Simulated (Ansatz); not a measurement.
C:
```xyz
24
Lattice="6.0635 0.0000 0.0000 0.0000 6.0635 0.0000 0.0000 0.0000 6.0635" Properties=species:S:1:pos:R:3 pbc="T T T"
C      3.5576     4.5477     5.5377
C      3.5576     5.5377     4.5477
C      4.5477     3.5576     5.5377
C      4.5477     5.5377     3.5576
C      5.5377     3.5576     4.5477
C      5.5377     4.5477     3.5576
C      0.5258     1.5159     3.5576
C      0.5258     2.5059     4.5477
C      1.5159     0.5258     3.5576
C      1.5159     2.5059     5.5377
C      2.5059     0.5258     4.5477
C      2.5059     1.5159     5.5377
C      0.5258     3.5576     1.5159
C      0.5258     4.5477     2.5059
C      1.5159     3.5576     0.5258
C      1.5159     5.5377     2.5059
C      2.5059     4.5477     0.5258
C      2.5059     5.5377     1.5159
C      3.5576     0.5258     1.5159
C      3.5576     1.5159     0.5258
C      4.5477     0.5258     2.5059
C      4.5477     2.5059     0.5258
C      5.5377     1.5159     2.5059
C      5.5377     2.5059     1.5159
```

Relaxed with plane-wave PAW r²SCAN (Ansatz code). Indices refer to the conventional cell of Pn-3m, a = 6.0635 Å, b = 6.0635 Å, c = 6.0635 Å, α = 90.00°, β = 90.00°, γ = 90.00°.

Question: Simulate the powder diffraction pattern (Fe Kα, λ = 1.93735 Å; lines above 1 %) up to 2θ = 90°.

Answer: Simulated powder pattern, Fe Kα, λ = 1.93735 Å (kinematic, ideal powder, no thermal factors, no anomalous dispersion; the 30 strongest lines at most, above 1 %, up to 2θ = 90°):

```csv
2θ (°),d (Å),I/Imax (%),hkl
26.11,4.288,100,(110)
32.13,3.501,43,(111)
46.07,2.475,31,(211)
53.73,2.144,8.1,(220)
57.27,2.021,15,(221)
63.99,1.828,9.5,(311)
67.20,1.750,1.9,(222)
82.40,1.471,4.2,(322)
85.34,1.429,3.3,(411)
```

The start of the workflow was typed in or built on a structure type; neither database checked (COD, Materials Project) lists it. It is not the phase usual at ambient conditions (space group No. 194, 227). The r²SCAN relaxation kept the symmetry of its start; its stability against distortions is not shown here.

Potentials: the later of the program's two PAW sets.
